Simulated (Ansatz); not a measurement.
## One input, then a changed one: VRu

First run: DFT, LDA, PAW with Ansatz's default frozen-core files, scalar-relativistic (Ansatz 0.2.0).

Command: `ansatz run input.yaml --threads 1 --pin off --max-ram 2048MiB --backend cpu --events-out ev --progress --plain --runs-dir out` It took 52 s on 1 thread of Arm Neoverse V1, with other jobs on the host, peak memory 0.39 GiB.

```yaml
crystal:
  lattice:
    - [2.99, 0.0, 0.0]
    - [0.0, 2.99, 0.0]
    - [0.0, 0.0, 2.99]
  atoms:
    - { symbol: V, position: [0.5, 0.5, 0.5], spin: 1.5 }
    - { symbol: Ru, position: [0.0, 0.0, 0.0] }
magnetization:
  spin_polarized: true
kpoints:
  mp_grid: { grid: [14, 14, 14] }
scf:
  occupations: { method: fermi_dirac, width: 0.05 }
hamiltonian:
  xc: lda
  pseudopotentials: { kind: paw }
output:
  forces: true
  stress: true
relax:
  f_tol: 0.005
  max_steps: 50
  cell: {}
```

The cell is entry 1527761 of the Crystallography Open Database, unrelaxed.

This run: cell and atoms relaxed.

It converges in 58 SCF iterations over all geometries at a pressure of -0.03 GPa, cell moment 0.00 μB, ending at 12.81 Å³/atom, cutoff 420 eV.

The input is then changed:

```diff
   occupations: { method: fermi_dirac, width: 0.05 }
+  algorithm: direct_min
 hamiltonian:
   stress: true
+  write_density: true
+  write_potential: true
+  elf: true
+  volumetric_format: npy
 relax:
```

Q: What does the second run give?

A: It converges in 48 SCF iterations over all geometries at a pressure of -0.03 GPa, cell moment 0.00 μB, ending at 12.81 Å³/atom, cutoff 420 eV, free energy 0.0 meV/atom against the first run's.
